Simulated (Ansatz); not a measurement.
Given:

Starting cell, HfN (rock salt):

```yaml
crystal:
  lattice:
    - [0.00000, 4.54789, 4.54789]
    - [2.27394, 2.27394, 4.54789]
    - [2.27394, 2.27394, 0.00000]
  atoms:
    - { symbol: N, position: [0.00000, 0.00000, 0.00000] }
    - { symbol: N, position: [0.50000, 0.00000, 0.00000] }
    - { symbol: Hf, position: [0.00000, 0.50000, 0.50000] }
    - { symbol: Hf, position: [0.50000, 0.50000, 0.50000] }
```

The atoms are displaced by Q × the pattern below (from a DFPT mode at X = (0.5, 0.5, 0.0), largest move 1; Q in Å), at fixed cell. It is one choice among 2 degenerate patterns. (q is in reciprocal vectors of the primitive cell; the cell shown is doubled to hold the pattern.)

```csv
atom,x,y,z
N1,0.000,-0.516,0.000
N2,0.000,0.516,0.000
Hf3,0.000,1.000,0.000
Hf4,0.000,-1.000,0.000
```

These are PBE (plane waves to 420 eV, PAW, scalar-relativistic; Ansatz, an electronic-structure program) values and carry that method's errors. k mesh 18×18×18 (Γ-centred), Fermi-Dirac smearing 0.05 eV. Energies are smeared free energies. With partly filled bands, energies and forces of such displacements shift with the k mesh and the smearing. HfN is run without spin polarisation. HfN was relaxed with its symmetry unable to fall. Spin-orbit coupling is left out, though Hf is heavy. ΔE is measured from the undisplaced structure.

The scan covers Q from -0.280 to 0.280 Å in 13 points.

### Question
Which space group does the distorted structure have?

### Answer
Cmcm (No. 63), lowered from Fm-3m.

### Question
What is the energy change at Q = 0.280 Å?

### Answer
1085 meV/cell.

### Question
What harmonic wavenumber does the curvature at Q = 0 give?

### Answer
142 cm⁻¹.

(For displaced atoms, the force is minus the slope of the energy, and its curvature is a force constant, which sets phonon frequencies.)
